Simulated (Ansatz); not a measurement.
A geometry of Ti3Al away from equilibrium: step 5 of the relaxation of a randomly generated symmetric cell of Ti3Al (space group No. 108). All values below come from r2SCAN (plane waves to 500 eV, PAW, scalar-relativistic; Ansatz, a program for electronic structure). Γ-centred k-mesh 7×7×7 on the run's cell (coarser than for final values), Fermi–Dirac smearing 0.05 eV. The plane waves were selected for a different cell earlier on the path.

```
CELL_PARAMETERS angstrom
     -3.30162     3.30162     2.99421
      3.30162    -3.30162     2.99421
      3.30162     3.30162    -2.99421
ATOMIC_POSITIONS crystal
  Al 0.16217 0.16217 0.00000
  Al 0.66217 0.66217 0.00000
  Ti 0.11307 0.61307 0.50000
  Ti 0.61307 0.11307 0.50000
  Ti 0.66689 0.16689 0.01545
  Ti 0.15144 0.65144 0.98455
  Ti 0.16689 0.15144 0.50000
  Ti 0.65144 0.66689 0.50000
```

Give the Cartesian forces on all atoms (eV/Å).


```tsv
atom	Fx	Fy	Fz
Al1	0.00	0.00	-0.45
Al2	0.00	0.00	-0.45
Ti3	0.00	0.00	1.38
Ti4	0.00	0.00	1.38
Ti5	-0.44	-0.44	-0.46
Ti6	0.44	0.44	-0.46
Ti7	0.44	-0.44	-0.46
Ti8	-0.44	0.44	-0.46
```

The path ends in P4/mmm (No. 123). No spin polarisation in the result.

The run could not lose the symmetry of its start: the end is stationary, and may be a saddle point rather than a minimum.

The end of the path is a generated cell of Ti3Al: the first start was made by a random draw of sites in a space group, and the end was not matched to a known phase here, so it may be hypothetical. Known forms of Ti3Al include space group No. 194.
